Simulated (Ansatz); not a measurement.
Al (hcp (Mg type), space group No. 194) at seven volumes, the program Ansatz at the PBEsol level (PAW), shape and atoms relaxed at each. One row is withheld.

```tsv
V (Å³/atom)	P (GPa)
14.842	9.19
15.331	5.61
15.820	?
16.310	0.00
16.799	-2.17
17.288	-4.01
17.777	-5.56
```

Question: Fit the shown pressures and predict the withheld one.

Answer: P = (3/2)B₀(x^(7/2) − x^(5/2))[1 + (3/4)(B′ − 4)(x − 1)] with x = (V₀/V)^(2/3). Least squares on the six rows gives V₀ = 16.310 Å³/atom, B₀ = 78.6 GPa, B′ = 4.55. At V = 15.820, x = 1.0205 and P = 2.57 GPa. The run itself gave 2.57 GPa.

Space group P6_3/mmc (hcp (Mg type)). The workflow started from a Materials Project entry (that database holds measured and hypothetical structures alike); the Crystallography Open Database copy checked does not list it. It is not the phase usual at ambient conditions (space group No. 225). The PBEsol relaxation kept the symmetry of its start; its stability against distortions is not shown here.

Potentials: the later of the program's two PAW sets.
